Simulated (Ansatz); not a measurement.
Starting cell, Sr3Ti2O7 (space group I4/mmm):

```
CELL_PARAMETERS angstrom
     -1.92337     1.92337    10.00555
      1.92337    -1.92337    10.00555
      1.92337     1.92337   -10.00555
ATOMIC_POSITIONS crystal
  Sr 0.31571 0.31571 0.00000
  Sr 0.68429 0.68429 0.00000
  Sr 0.50000 0.50000 0.00000
  Ti 0.09779 0.09779 0.00000
  Ti 0.90221 0.90221 0.00000
  O  0.40382 0.90382 0.50000
  O  0.59618 0.09618 0.50000
  O  0.90382 0.40382 0.50000
  O  0.09618 0.59618 0.50000
  O  0.80561 0.80561 0.00000
  O  0.19439 0.19439 0.00000
  O  0.00000 0.00000 0.00000
```

The atoms are displaced by Q × the pattern below (from a DFPT mode at Γ, largest move 1; Q in Å), at fixed cell.

```tsv
atom	x	y	z
Sr1	0.000	0.000	0.289
Sr2	0.000	0.000	-0.289
Ti4	0.000	0.000	0.992
Ti5	0.000	0.000	-0.992
O6	0.000	0.000	-1.000
O7	0.000	0.000	1.000
O8	0.000	0.000	-1.000
O9	0.000	0.000	1.000
O10	0.000	0.000	-0.526
O11	0.000	0.000	0.526
```

Atoms not listed stay in place.

Level of theory: LDA (plane waves to 420 eV, PAW, scalar-relativistic; Ansatz, a first-principles code). k mesh 10×10×10 (Γ-centred), Fermi-Dirac smearing 0.05 eV. The energy includes the smearing's −TS. Left out: 1 of 13 points, with atoms too close for the PAW data. Sr3Ti2O7 is run without spin polarisation. Sr3Ti2O7 was relaxed with its symmetry unable to fall. The zero of ΔE is the undisplaced structure.

```json
[
 {"Q (Å)": "-0.2333", "ΔE (meV/cell)": "1390"},
 {"Q (Å)": "-0.1867", "ΔE (meV/cell)": "844"},
 {"Q (Å)": "-0.1400", "ΔE (meV/cell)": "453"},
 {"Q (Å)": "-0.0933", "ΔE (meV/cell)": "193"},
 {"Q (Å)": "-0.0467", "ΔE (meV/cell)": "46"},
 {"Q (Å)": "0.0000", "ΔE (meV/cell)": "0"},
 {"Q (Å)": "0.0467", "ΔE (meV/cell)": "44"},
 {"Q (Å)": "0.0933", "ΔE (meV/cell)": "withheld"},
 {"Q (Å)": "0.1400", "ΔE (meV/cell)": "378"},
 {"Q (Å)": "0.1867", "ΔE (meV/cell)": "663"},
 {"Q (Å)": "0.2333", "ΔE (meV/cell)": "1024"},
 {"Q (Å)": "0.2800", "ΔE (meV/cell)": "1463"}
]
```

Question: Fit a polynomial form (powers 2, 3, 4) to the given rows and predict ΔE at Q = 0.0933.

Answer: Least squares on the 11 given rows: ΔE = (20790)·Q² + (-14390)·Q³ + (24600)·Q⁴, in meV/cell with Q in Å; root-mean-square residual 2.2 meV/cell. At 0.0933 the fit gives 171 meV/cell; the calculation gives 171 meV/cell, the same to the digits shown. The quadratic term alone would give 181 meV/cell.

(A displaced cell: forces are minus the slopes of the energy, force constants its curvatures, and phonons follow from these.)
